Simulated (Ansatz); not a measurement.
Question: Name crystals whose computed values (DFT-PBEsol in the program Ansatz with PAW potentials) fall in these windows: B₀ by P(V) fit (GPa) 250 to 330; G_Hill (GPa) 120 to 150.

Answer: 

| crystal | B₀ by P(V) fit (GPa) | G_Hill (GPa) |
|---|---|---|
| CoMo, L1₀ or tetragonal B2 | 282 | 134 |
| TiPt3, Cu3Au type | 266 | 124 |
| Mn3SiN, anti-perovskite | 283 | 137 |
| AlOs, CsCl type | 251 | 131 |
| MoW, CsCl type | 300 | 143 |
Others may fit too.

Spin orders computed, not proven ground states: Mn3SiN, anti-perovskite ferromagnetic. Typed or built starts, not in the databases checked: CoMo, L1₀ or tetragonal B2; Mn3SiN, anti-perovskite; MoW, CsCl type. Standing as an ambient phase not checked: AlOs, CsCl type. Began spin-polarised and lost the moments: CoMo, L1₀ or tetragonal B2. All cells were relaxed under the symmetry of their starts (and spin orders); stability against distortions was not tested throughout. Rows with no word on spin ran without spin polarisation. Scalar-relativistic: spin–orbit coupling is off unless named, which matters more the heavier the elements.

Potentials: the later of the program's two PAW sets.
